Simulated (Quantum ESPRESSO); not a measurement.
```cif
data_HgS
_chemical_formula_sum 'S1 Hg1'
_space_group_name_H-M_alt 'P 1'
_space_group_IT_number 1
_cell_length_a 4.15413
_cell_length_b 4.15413
_cell_length_c 4.15413
_cell_angle_alpha 60.000
_cell_angle_beta 60.000
_cell_angle_gamma 60.000
loop_
_space_group_symop_operation_xyz
  'x, y, z'
loop_
_atom_site_label
_atom_site_type_symbol
_atom_site_fract_x
_atom_site_fract_y
_atom_site_fract_z
_atom_site_occupancy
S1 S 0.75000 0.75000 0.75000 1
Hg1 Hg 0.00000 0.00000 0.00000 1
```

Cell and atoms were relaxed with PBEsol from Materials Project entry mp-1123, within its symmetry.

Question: What does PBEsol (Quantum ESPRESSO, PseudoDojo norm-conserving, 66 Ry, scalar-relativistic) give for the electronic structure near the Fermi level?

Answer: At this level the gap is closed or nearly so: along the path the highest valence and lowest conduction bands touch, or overlap by less than 0.6 eV, a zero-gap or semimetallic result; the valence top lies at Γ, the conduction bottom at Γ. Semilocal functionals close the gaps of some narrow-gap semiconductors, so this alone doesn't show that the compound has none. Without spin-orbit coupling, band edges of such heavy elements can be off by tenths of an eV.

This is not the ordinary phase of the substance.
